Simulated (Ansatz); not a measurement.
Input and output of a single-point calculation on AlGa3P4 as one 8-atom ordering (R3m) on the zincblende lattice (the PAW code Ansatz, PBE+SOC). The geometry is the r2SCAN minimum.

Input file:
```yaml
crystal:
  lattice:
    - [1.9299123258, 1.1142354008, 12.6048426351]
    - [-1.9299123258, 1.1142354008, 12.6048426351]
    - [0.0, -2.2284708016, 12.6048426351]
  atoms:
    - { symbol: Al, position: [0.9999324624, -6.75376e-05, -6.75376e-05] }
    - { symbol: Ga, position: [0.2498673952, 0.2498673952, 0.2498673952] }
    - { symbol: Ga, position: [0.4999739738, 0.4999739738, 0.4999739738] }
    - { symbol: Ga, position: [0.7501843006, 0.7501843006, 0.7501843006] }
    - { symbol: P, position: [0.3124700842, 0.3124700842, 0.3124700842] }
    - { symbol: P, position: [0.5624054948, 0.5624054948, 0.5624054948] }
    - { symbol: P, position: [0.8125725578, 0.8125725578, 0.8125725578] }
    - { symbol: P, position: [0.062593731, 0.062593731, 0.062593731] }
kpoints:
  mp_grid: { grid: [8, 8, 8] }
  band_path:
    path:
      - [0.0, 0.0, 0.0]
      - [-0.5, -0.5, -0.5]
      - [-0.5, -0.1718760677, -0.8281239323]
      - [-0.1718760677, 0.1718760677, -0.5]
      - [0.0, 0.0, -0.5]
      - [0.0, 0.3359380338, -0.3359380338]
      - [-0.3359380338, 0.0, -0.6640619662]
      - [-0.5, 0.0, -0.5]
      - [0.377604, 0.377604, -0.080729]
    npoints: 1
hamiltonian:
  xc: pbe
scf:
  occupations: { method: fixed }
  n_extra_bands: 12
magnetization:
  noncollinear: true
  spin_orbit: true
output:
  forces: true
  stress: true
  eigenvalues: true
```

Run as `ansatz run input.yaml --threads 4 --pin off --max-ram 6451MiB --backend cpu --events-out ev --progress --plain --runs-dir out`.

Q: It ran on 4 threads of AMD EPYC 9R45 96-Core Processor (Zen 5) (shared host), load about 0.4 per core. About how long did it take, and what peak of host memory did it reach?

A: About 26 s, with a peak of 2.1 GiB.

Q: Predict the output.

A: What the program printed (shortened):
```
Pseudopotential: Al, paw_fr, valence charge 3, recommended cutoff 420 eV (normal)
Pseudopotential: Ga, paw_fr, valence charge 13, recommended cutoff 420 eV (normal)
Pseudopotential: P, paw_fr, valence charge 5, recommended cutoff 420 eV (normal)
Functional definition: PBE
Crystal: 8 atoms, lattice volume = 162.631 Å³
Basis set: ecut = 420 eV, 3223 PW (Γ), FFT grids on a1−a3, a2−a3, a3
Bands: 74, of which v1, the nominal top of the filled ones, is band 62 counted from 1 (61 counted from 0)
Symmetry: 6 space group operations + 6 with time reversal
Magnetic group: BNS 160.66 (UNI 1296)
k-points: 65 of 512 (time reversal used)
preconditioner: auto → Resta (q_TF=auto, 2.323 Å⁻¹)  ε∞=4.2  [insulator: Δε(μ)=1.901 eV  ℏωp=22.9 eV]
SCF 1 converged in 9 iterations: F = -14913.337287 eV  dr2 = 4.70e-8
SCF converged after 9 iterations
Free energy (F): -14913.337287 eV
Fermi energy:    6.584448 eV
--- Forces (eV/Å), atoms counted from 1 ---
  atom   1  Al      0.00000      0.00000      0.01939
  atom   2  Ga      0.00000      0.00000      0.00018
  atom   3  Ga      0.00000      0.00000    -0.00286
  atom   4  Ga      0.00000      0.00000    -0.01594
  atom   5  P       0.00000      0.00000      0.05462
  atom   6  P       0.00000      0.00000      0.00329
  atom   7  P       0.00000      0.00000      0.00579
  atom   8  P       0.00000      0.00000    -0.06448
--- Stress (GPa, compression-positive) ---
        2.192073       0.000000       0.000000
        0.000000       2.192073       0.000000
        0.000000       0.000000       2.180588
  P = ⅓ Tr σ = 2.1882 GPa (21.882 kbar)
--- Band table (eV; the first three rows and the last of 65) ---
  k-point 0: bands = […, 6.0380, 6.0380, 6.4943, 6.4943, 6.5688, 6.5688, 6.5844, 6.5844, 8.3242, 8.3242, 8.5804, 8.5804, 8.8021, 8.8021, …]
  k-point 1: bands = […, 5.4136, 5.4180, 6.0017, 6.0047, 6.2732, 6.2768, 6.3716, 6.3784, 9.1461, 9.1468, 9.3429, 9.3444, 9.5675, 9.5716, …]
  k-point 2: bands = […, 4.7818, 4.7837, 5.6629, 5.6650, 5.7667, 5.7706, 5.8962, 5.9069, 8.8060, 8.8115, 9.1238, 9.1295, 9.3677, 9.3707, …]
  k-point 64: bands = […, 6.2228, 6.2228, 6.2777, 6.2777, 6.4000, 6.4000, 6.4569, 6.4569, 8.4370, 8.4370, 8.6037, 8.6037, 9.0759, 9.0759, …]
```
Only the leading digits can be foreseen; the rest is this run's record.

The rows of the band table are 0: (0, 0, 0) = Γ, 1: (0, 0, 1/8), 2: (0, 0, 1/4), 64: (-1/2, -1/2, -1/2) = T.

bands.tsv, columns around the gap (it counts bands from 0):
```tsv
# k_distance	band_52	band_53	band_54	band_55	band_56	band_57	band_58	band_59	band_60	band_61	band_62	band_63	band_64	band_65	band_66	band_67	band_68	band_69
# fermi_ev = 6.584448
# [0, 0, 0] at k_distance = 0.000000
# [-0.5, -0.5, -0.5] at k_distance = 0.249237
# [-0.5, -0.1718760677, -0.8281239323] at k_distance = 1.317505
# [-0.1718760677, 0.1718760677, -0.5] at k_distance = 1.486240
# [0, 0, -0.5] at k_distance = 2.045814
# [0, 0.3359380338, -0.3359380338] at k_distance = 2.598991
# [-0.3359380338, 0, -0.6640619662] at k_distance = 2.765797
# [-0.5, 0, -0.5] at k_distance = 3.299931
# [0.377604, 0.377604, -0.080729] at k_distance = 4.245038
# levels_relative_to = fermi_ev
0.000	-0.607	-0.607	-0.546	-0.546	-0.090	-0.090	-0.016	-0.016	0.000	0.000	1.740	1.740	1.996	1.996	2.218	2.218	2.869	2.869
0.249	-0.885	-0.885	-0.362	-0.362	-0.307	-0.307	-0.184	-0.184	-0.128	-0.128	1.853	1.853	2.019	2.019	2.491	2.491	3.100	3.100
1.318	-3.611	-3.599	-2.278	-2.270	-2.252	-2.249	-1.999	-1.983	-1.964	-1.960	2.565	2.569	2.720	2.728	3.566	3.574	3.598	3.603
1.486	-3.611	-3.599	-2.278	-2.270	-2.252	-2.249	-1.999	-1.983	-1.964	-1.960	2.565	2.569	2.720	2.728	3.566	3.574	3.598	3.603
2.046	-2.373	-2.373	-2.075	-2.075	-1.957	-1.957	-1.400	-1.400	-1.342	-1.342	1.811	1.811	1.981	1.981	2.604	2.604	2.651	2.651
2.599	-3.560	-3.547	-2.365	-2.344	-2.143	-2.128	-2.105	-2.100	-1.885	-1.883	2.478	2.482	2.914	2.924	3.203	3.212	3.906	3.920
2.766	-3.560	-3.547	-2.365	-2.344	-2.143	-2.128	-2.105	-2.100	-1.885	-1.883	2.478	2.482	2.914	2.924	3.203	3.212	3.906	3.920
3.300	-2.568	-2.568	-1.984	-1.984	-1.915	-1.915	-1.104	-1.104	-1.042	-1.042	1.565	1.565	1.719	1.719	2.068	2.068	2.491	2.491
4.245	-2.540	-2.540	-2.068	-2.066	-1.791	-1.790	-1.243	-1.237	-1.072	-1.071	1.551	1.552	1.866	1.866	2.144	2.146	2.389	2.391
```
In order the rows are Γ, T, H₂, H₀, L, S₀, S₂, F, (0.378, 0.378, -0.081).

With PBE+SOC the valence top lies at Γ and the conduction bottom at k = (0.378, 0.378, -0.081), 1.55 eV higher; the smallest vertical gap, at Γ, is 1.74 eV. Edges are sought over the mesh and the listed points. With the atoms held, the mean pressure is +2.19 GPa (compression positive). The largest force is 0.06 eV/Å.

Simulation only: non-magnetic, and no claim that this is the phase found in nature.
